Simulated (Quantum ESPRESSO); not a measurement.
**Solid-state NMR card for SiO₂ (changed cell)**

```xyz
9
Lattice="4.8674 0.0000 0.0000 -2.4337 4.2153 0.0000 0.0000 0.0000 5.5403" Properties=species:S:1:pos:R:3 pbc="T T T"
Si    -1.1402     1.9749     1.8468
Si     1.2935     2.2403     0.0000
Si     2.2805     0.0000     3.6935
O     -1.0941     3.0734     3.0402
O      0.3191     1.7311     1.1934
O      0.7750     3.6261     4.8869
O      3.2087     0.5892     2.5001
O      1.3396     1.1419     4.3468
O      2.7528     2.4842     0.6533
```
The cell was made here from a computed Materials Project entry: strained by +2 % along the unique axis and by -1 % across it, atoms relaxed (PBE without dispersion, pw.x of a modified build of Quantum ESPRESSO, symmetry kept). The parent is SiO2 in P3₂21. Stability against distortions was not tested.

Computed: shieldings by GIPAW with PBE in Quantum ESPRESSO, on JTH PAW datasets, 22.5 Ha, k-mesh 3×3×3 shifted, f-sum rule met within 0.004 %.

```tsv
site	site symmetry	σ_iso (ppm)
Si (atoms 1, 2, 3)	2	435
O (atoms 4, 5, 6, 7, 8, 9)	1	209
```

Shieldings are absolute and leave out the bulk-susceptibility term; a larger σ means a smaller chemical shift. By our sweeps, such settings leave a few ppm in absolute σ. No d partial waves on Si: the paramagnetic term there is incompletely reconstructed.
